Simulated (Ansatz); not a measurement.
**Phonon dispersion of Al4C**

These are results of DFT PBE, scalar-relativistic, plane waves, PAW in Ansatz, not measurements. Cutoff 420 eV, 15×15×4 k-points (Γ-centred), Fermi-Dirac smearing of 0.15 eV. No spin polarisation. Phonons by linear response, acoustic sum rule imposed.

Equilibrium structure at this level:
```yaml
crystal:
  lattice:
    - [3.06262, 0.00000, 0.00000]
    - [-1.53131, 2.65231, 0.00000]
    - [0.00000, 0.00000, 8.89331]
  atoms:
    - { symbol: Al, position: [0.33333, 0.66667, 0.88207] }
    - { symbol: Al, position: [0.33333, 0.66667, 0.37599] }
    - { symbol: Al, position: [0.66667, 0.33333, 0.11793] }
    - { symbol: Al, position: [0.66667, 0.33333, 0.62401] }
    - { symbol: C, position: [0.00000, 0.00000, 0.00000] }
```

The structure comes from a generated guess, relaxed at this level; another structure or a mixture of phases may lie lower. In a metal, frequencies and elastic constants depend on the k mesh and the smearing, soft modes and shear constants most. The q mesh is coarse, so values between its points are rough.

Force constants from linear response on a 3×3×1 q mesh.

Q: Is the structure dynamically stable on the q mesh?

A: Yes, on this mesh: no mode is imaginary.

Q: Give the frequencies (cm⁻¹) at the zone-boundary points of high symmetry (interpolated where a point lies off the q mesh).

A:
```tsv
point	q	frequencies
M	0.500 0.000 0.000	99 147 158 175 210 227 250 262 264 273 344 438 515 640 796
K	0.333 0.333 0.000	106 170 170 191 228 249 249 260 260 348 348 382 509 735 735
A	0.000 0.000 0.500	47 47 59 59 125 130 130 172 289 289 324 484 526 600 600
L	0.500 0.000 0.500	99 147 159 172 202 243 250 262 264 268 345 438 515 640 796
H	0.333 0.333 0.500	107 172 172 190 228 239 239 268 268 348 348 382 509 735 735
```
